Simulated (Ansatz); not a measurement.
BaTe (rock salt, Fm-3m) at seven volumes, plane-wave PAW r²SCAN (Ansatz code), scaled uniformly. One row is withheld.

| V (Å³/atom) | P (GPa) |
|---|---|
| 40.081 | 3.55 |
| 41.403 | 2.17 |
| 42.724 | 1.00 |
| 44.045 | 0.00 |
| 45.367 | ? |
| 46.688 | -1.57 |
| 48.010 | -2.19 |

Problem. Fit the shown pressures and predict the withheld one.

Solution. P = (3/2)B₀(x^(7/2) − x^(5/2))[1 + (3/4)(B′ − 4)(x − 1)] with x = (V₀/V)^(2/3). Least squares on the six rows gives V₀ = 44.048 Å³/atom, B₀ = 30.6 GPa, B′ = 4.34. At V = 45.367, x = 0.9805 and P = -0.85 GPa. The run itself gave -0.85 GPa.

The cell was relaxed with r²SCAN under the symmetry of its start. Scalar-relativistic: spin–orbit coupling is off unless named, which matters more the heavier the elements.

Potentials: the later of the program's two PAW sets.
